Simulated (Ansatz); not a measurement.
Given:

Starting cell, Se (trigonal-Se type, space group P3_121):

```xyz
6
Lattice="9.0691 0.0000 0.0000 -2.2673 3.9270 0.0000 0.0000 0.0000 5.0415" Properties=species:S:1:pos:R:3 pbc="T T T"
Se     0.9892     0.0000     4.2012
Se     5.5237     0.0000     4.2012
Se    -0.4946     0.8566     0.8402
Se     4.0400     0.8566     0.8402
Se     1.7727     3.0704     2.5207
Se     6.3072     3.0704     2.5207
```

In each cell atom 1 (Se, nearest neighbour Se at 2.400 Å; its periodic images, 4.5 Å or more away, move with it) moves by s·(0.000, 0.000, 1.000) (along Cartesian z), the rest being held.

Level of theory: PBE (plane waves to 420 eV, PAW, scalar-relativistic; Ansatz, a program for electronic structure). k mesh 7×7×5 (Γ-centred), Fermi-Dirac smearing 0.05 eV. Energies are smeared free energies. Se was relaxed with its symmetry unable to fall. The zero of ΔE is the undisplaced structure.

The scan covers s from -0.240 to 0.240 Å in 11 points.

**Question.** Is this a single well or a double well?

**Answer.** A single well with its minimum at or next to zero displacement.

**Question.** What is the force constant k = d²E/ds² of this move at s = 0?

**Answer.** 7.80 eV/Å².

(A displaced cell: forces are minus the slopes of the energy, force constants its curvatures, and phonons follow from these.)
